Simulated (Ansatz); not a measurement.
## BiPd: pressure against volume, fitted

```yaml
crystal:
  lattice:
    - [4.23000, 0.00000, 0.00000]
    - [-2.11500, 3.66329, 0.00000]
    - [0.00000, 0.00000, 5.69000]
  atoms:
    - { symbol: Bi, position: [0.33333, 0.66667, 0.25000] }
    - { symbol: Bi, position: [0.66667, 0.33333, 0.75000] }
    - { symbol: Pd, position: [0.00000, 0.00000, 0.00000] }
    - { symbol: Pd, position: [0.00000, 0.00000, 0.50000] }
```

Atoms are numbered in the order listed.

The cell is COD entry 9004224, as deposited and not checked against the literature; nothing was relaxed.

Spin polarisation is left out, and whether a magnetic state lies lower isn't shown here.

No spin–orbit coupling, which matters for the heavy atoms here.

All numbers below come from DFT, PBEsol, all-electron LAPW, scalar-relativistic (Ansatz 0.2.0).

The runs use a Γ-centred 9×9×6 k mesh, Fermi–Dirac smearing of 0.03 eV, basis error target 0.5 meV/atom, no spin polarisation.

The cell is scaled evenly. Fractional coordinates are held (clamped ions).

| V (Å³/atom) | P (GPa) |
| --- | --- |
| 21.161 | 4.97 |
| 21.602 | 2.44 |
| 21.822 | 1.28 |
| 22.043 | 0.20 |
| 22.263 | -0.82 |
| 22.484 | -1.78 |
| 22.924 | -3.53 |
| 23.365 | -5.09 |

(1) Fit a third-order Birch–Murnaghan curve to the pressures.

(2) Predict the pressure at the withheld volume, 20.720 Å³/atom.

## Answers

(1) P = (3B0/2)(y^(7/2) − y^(5/2))[1 + (3/4)(B0′ − 4)(y − 1)] with y = (V0/V)^(2/3) fits within 0.01 GPa for V0 = 22.085 Å³/atom, B0 = 104.2 GPa and B0′ = 5.11.

(2) There y = 1.0434, so the fit gives 7.83 GPa; the run gave 7.85 GPa.
